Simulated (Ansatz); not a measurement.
Here is an unrelaxed guess for Sr2NbO2.

```yaml
crystal:
  lattice:
    - [3.58740, 0.00000, 0.00000]
    - [-1.79370, 3.10678, 0.00000]
    - [0.00000, 0.00000, 9.63862]
  atoms:
    - { symbol: Sr, position: [0.66667, 0.33333, 0.21548] }
    - { symbol: Sr, position: [0.33333, 0.66667, 0.78452] }
    - { symbol: Nb, position: [0.00000, 0.00000, 0.50000] }
    - { symbol: O, position: [0.66667, 0.33333, 0.66074] }
    - { symbol: O, position: [0.33333, 0.66667, 0.33926] }
```

The calculation used Ansatz 0.2.0, DFT PBE, scalar-relativistic, plane waves, PAW. Settings: cutoff 420 eV, Γ-centred mesh 6×6×2 on the computed 5-atom cell, Gaussian smearing of 0.10 eV; collinear spin from starting moments 0.0 0.0 0.0 0.0 0.0 μB.

Energies over the elements count from the elements' standard structures at the same level (O₂ as a molecule), with no fitted energy shifts.

Question: How far from equilibrium is it?

Answer: The pressure is -4.5 GPa (the mean over three directions, positive in compression), the largest force is 1.28 eV/Å, and the energy is −1.19 eV/atom against the elements. The shortest distance is 2.39 Å.

Question: Is it a good guess?

Answer: A rough one: relaxing gains about 0.20 eV/atom (the start's value is from the coarse mesh, so the gain is rough) in 15 ionic steps and ends at −1.39 eV/atom on the finer mesh. The symmetry stays P-3m1 (No. 164). The volume per atom shrinks by 7.6 %, from 21.5 to 19.9 Å³. The shortest distance goes from 2.39 Å (Sr–O) to 2.30 Å (Nb–O). Conventional cell: a = 3.616 Å, c = 8.770 Å. Sr has 3 O at 2.59 Å and 3 Nb at 3.26 Å; Nb has 6 O at 2.30 Å and 6 Sr at 3.26 Å; O is surrounded by 3 Nb at 2.30 Å, 3 Sr at 2.59 Å and 3 O at 2.86 Å.

The last run used collinear spin, a 12×12×4 mesh (in the run's order of axes) for its 5-atom cell and Gaussian smearing of 0.10 eV. Another magnetic order may lie lower. The relaxation can't lower the symmetry of the start, and the grade says only how near the guess is to its own end. Symmetry constrained the relaxation, so the result can be a saddle point. Another cell of Sr2NbO2 relaxed alike but without spin, in Cmmm, lies 0.35 eV/atom lower, so this cell isn't the stable form at this level.
